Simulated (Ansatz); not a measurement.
LaFe2P2 in space group I4/mmm (No. 139; La on 2a, Fe on 4d, P on 4e), the program Ansatz at the PBE level (PAW), all energies at zero smearing, with the estimated change up to a 700 eV cutoff added, with one set of potentials and settings (totals compare only within such a set). Cell of 5 atoms (1 La, 2 Fe, 2 P): -16727.448 eV.

```csv
element,reference phase,E (eV/atom)
La,"P6_3/mmc, 4 atoms in the cell",-6250.0953
Fe,"Im-3m, 1 atoms in the cell, spin-polarised",-4480.4888
P,"Cmce, 4 atoms in the cell",-755.6743
```

Formation energy per atom, worked out: (-16727.448 − 1×(-6250.0953) − 2×(-4480.4888) − 2×(-755.6743))/5 = -1.005 eV/atom (-97 kJ per mol of atoms), at 0 K, without zero-point energy or fitted corrections.

The workflow started from a Materials Project entry (that database holds measured and hypothetical structures alike); the Crystallography Open Database copy checked does not list it. Its standing as an ambient phase is unchecked. Symmetry was held in the PBE relaxation; of distortions, only those at the zone centre were tested. The run is not spin-polarised. The references are the lowest solids computed at this level, not always the standard phases. Scalar-relativistic: spin–orbit coupling is off unless named, which matters more the heavier the elements.

Potentials: the later of the program's two PAW sets.
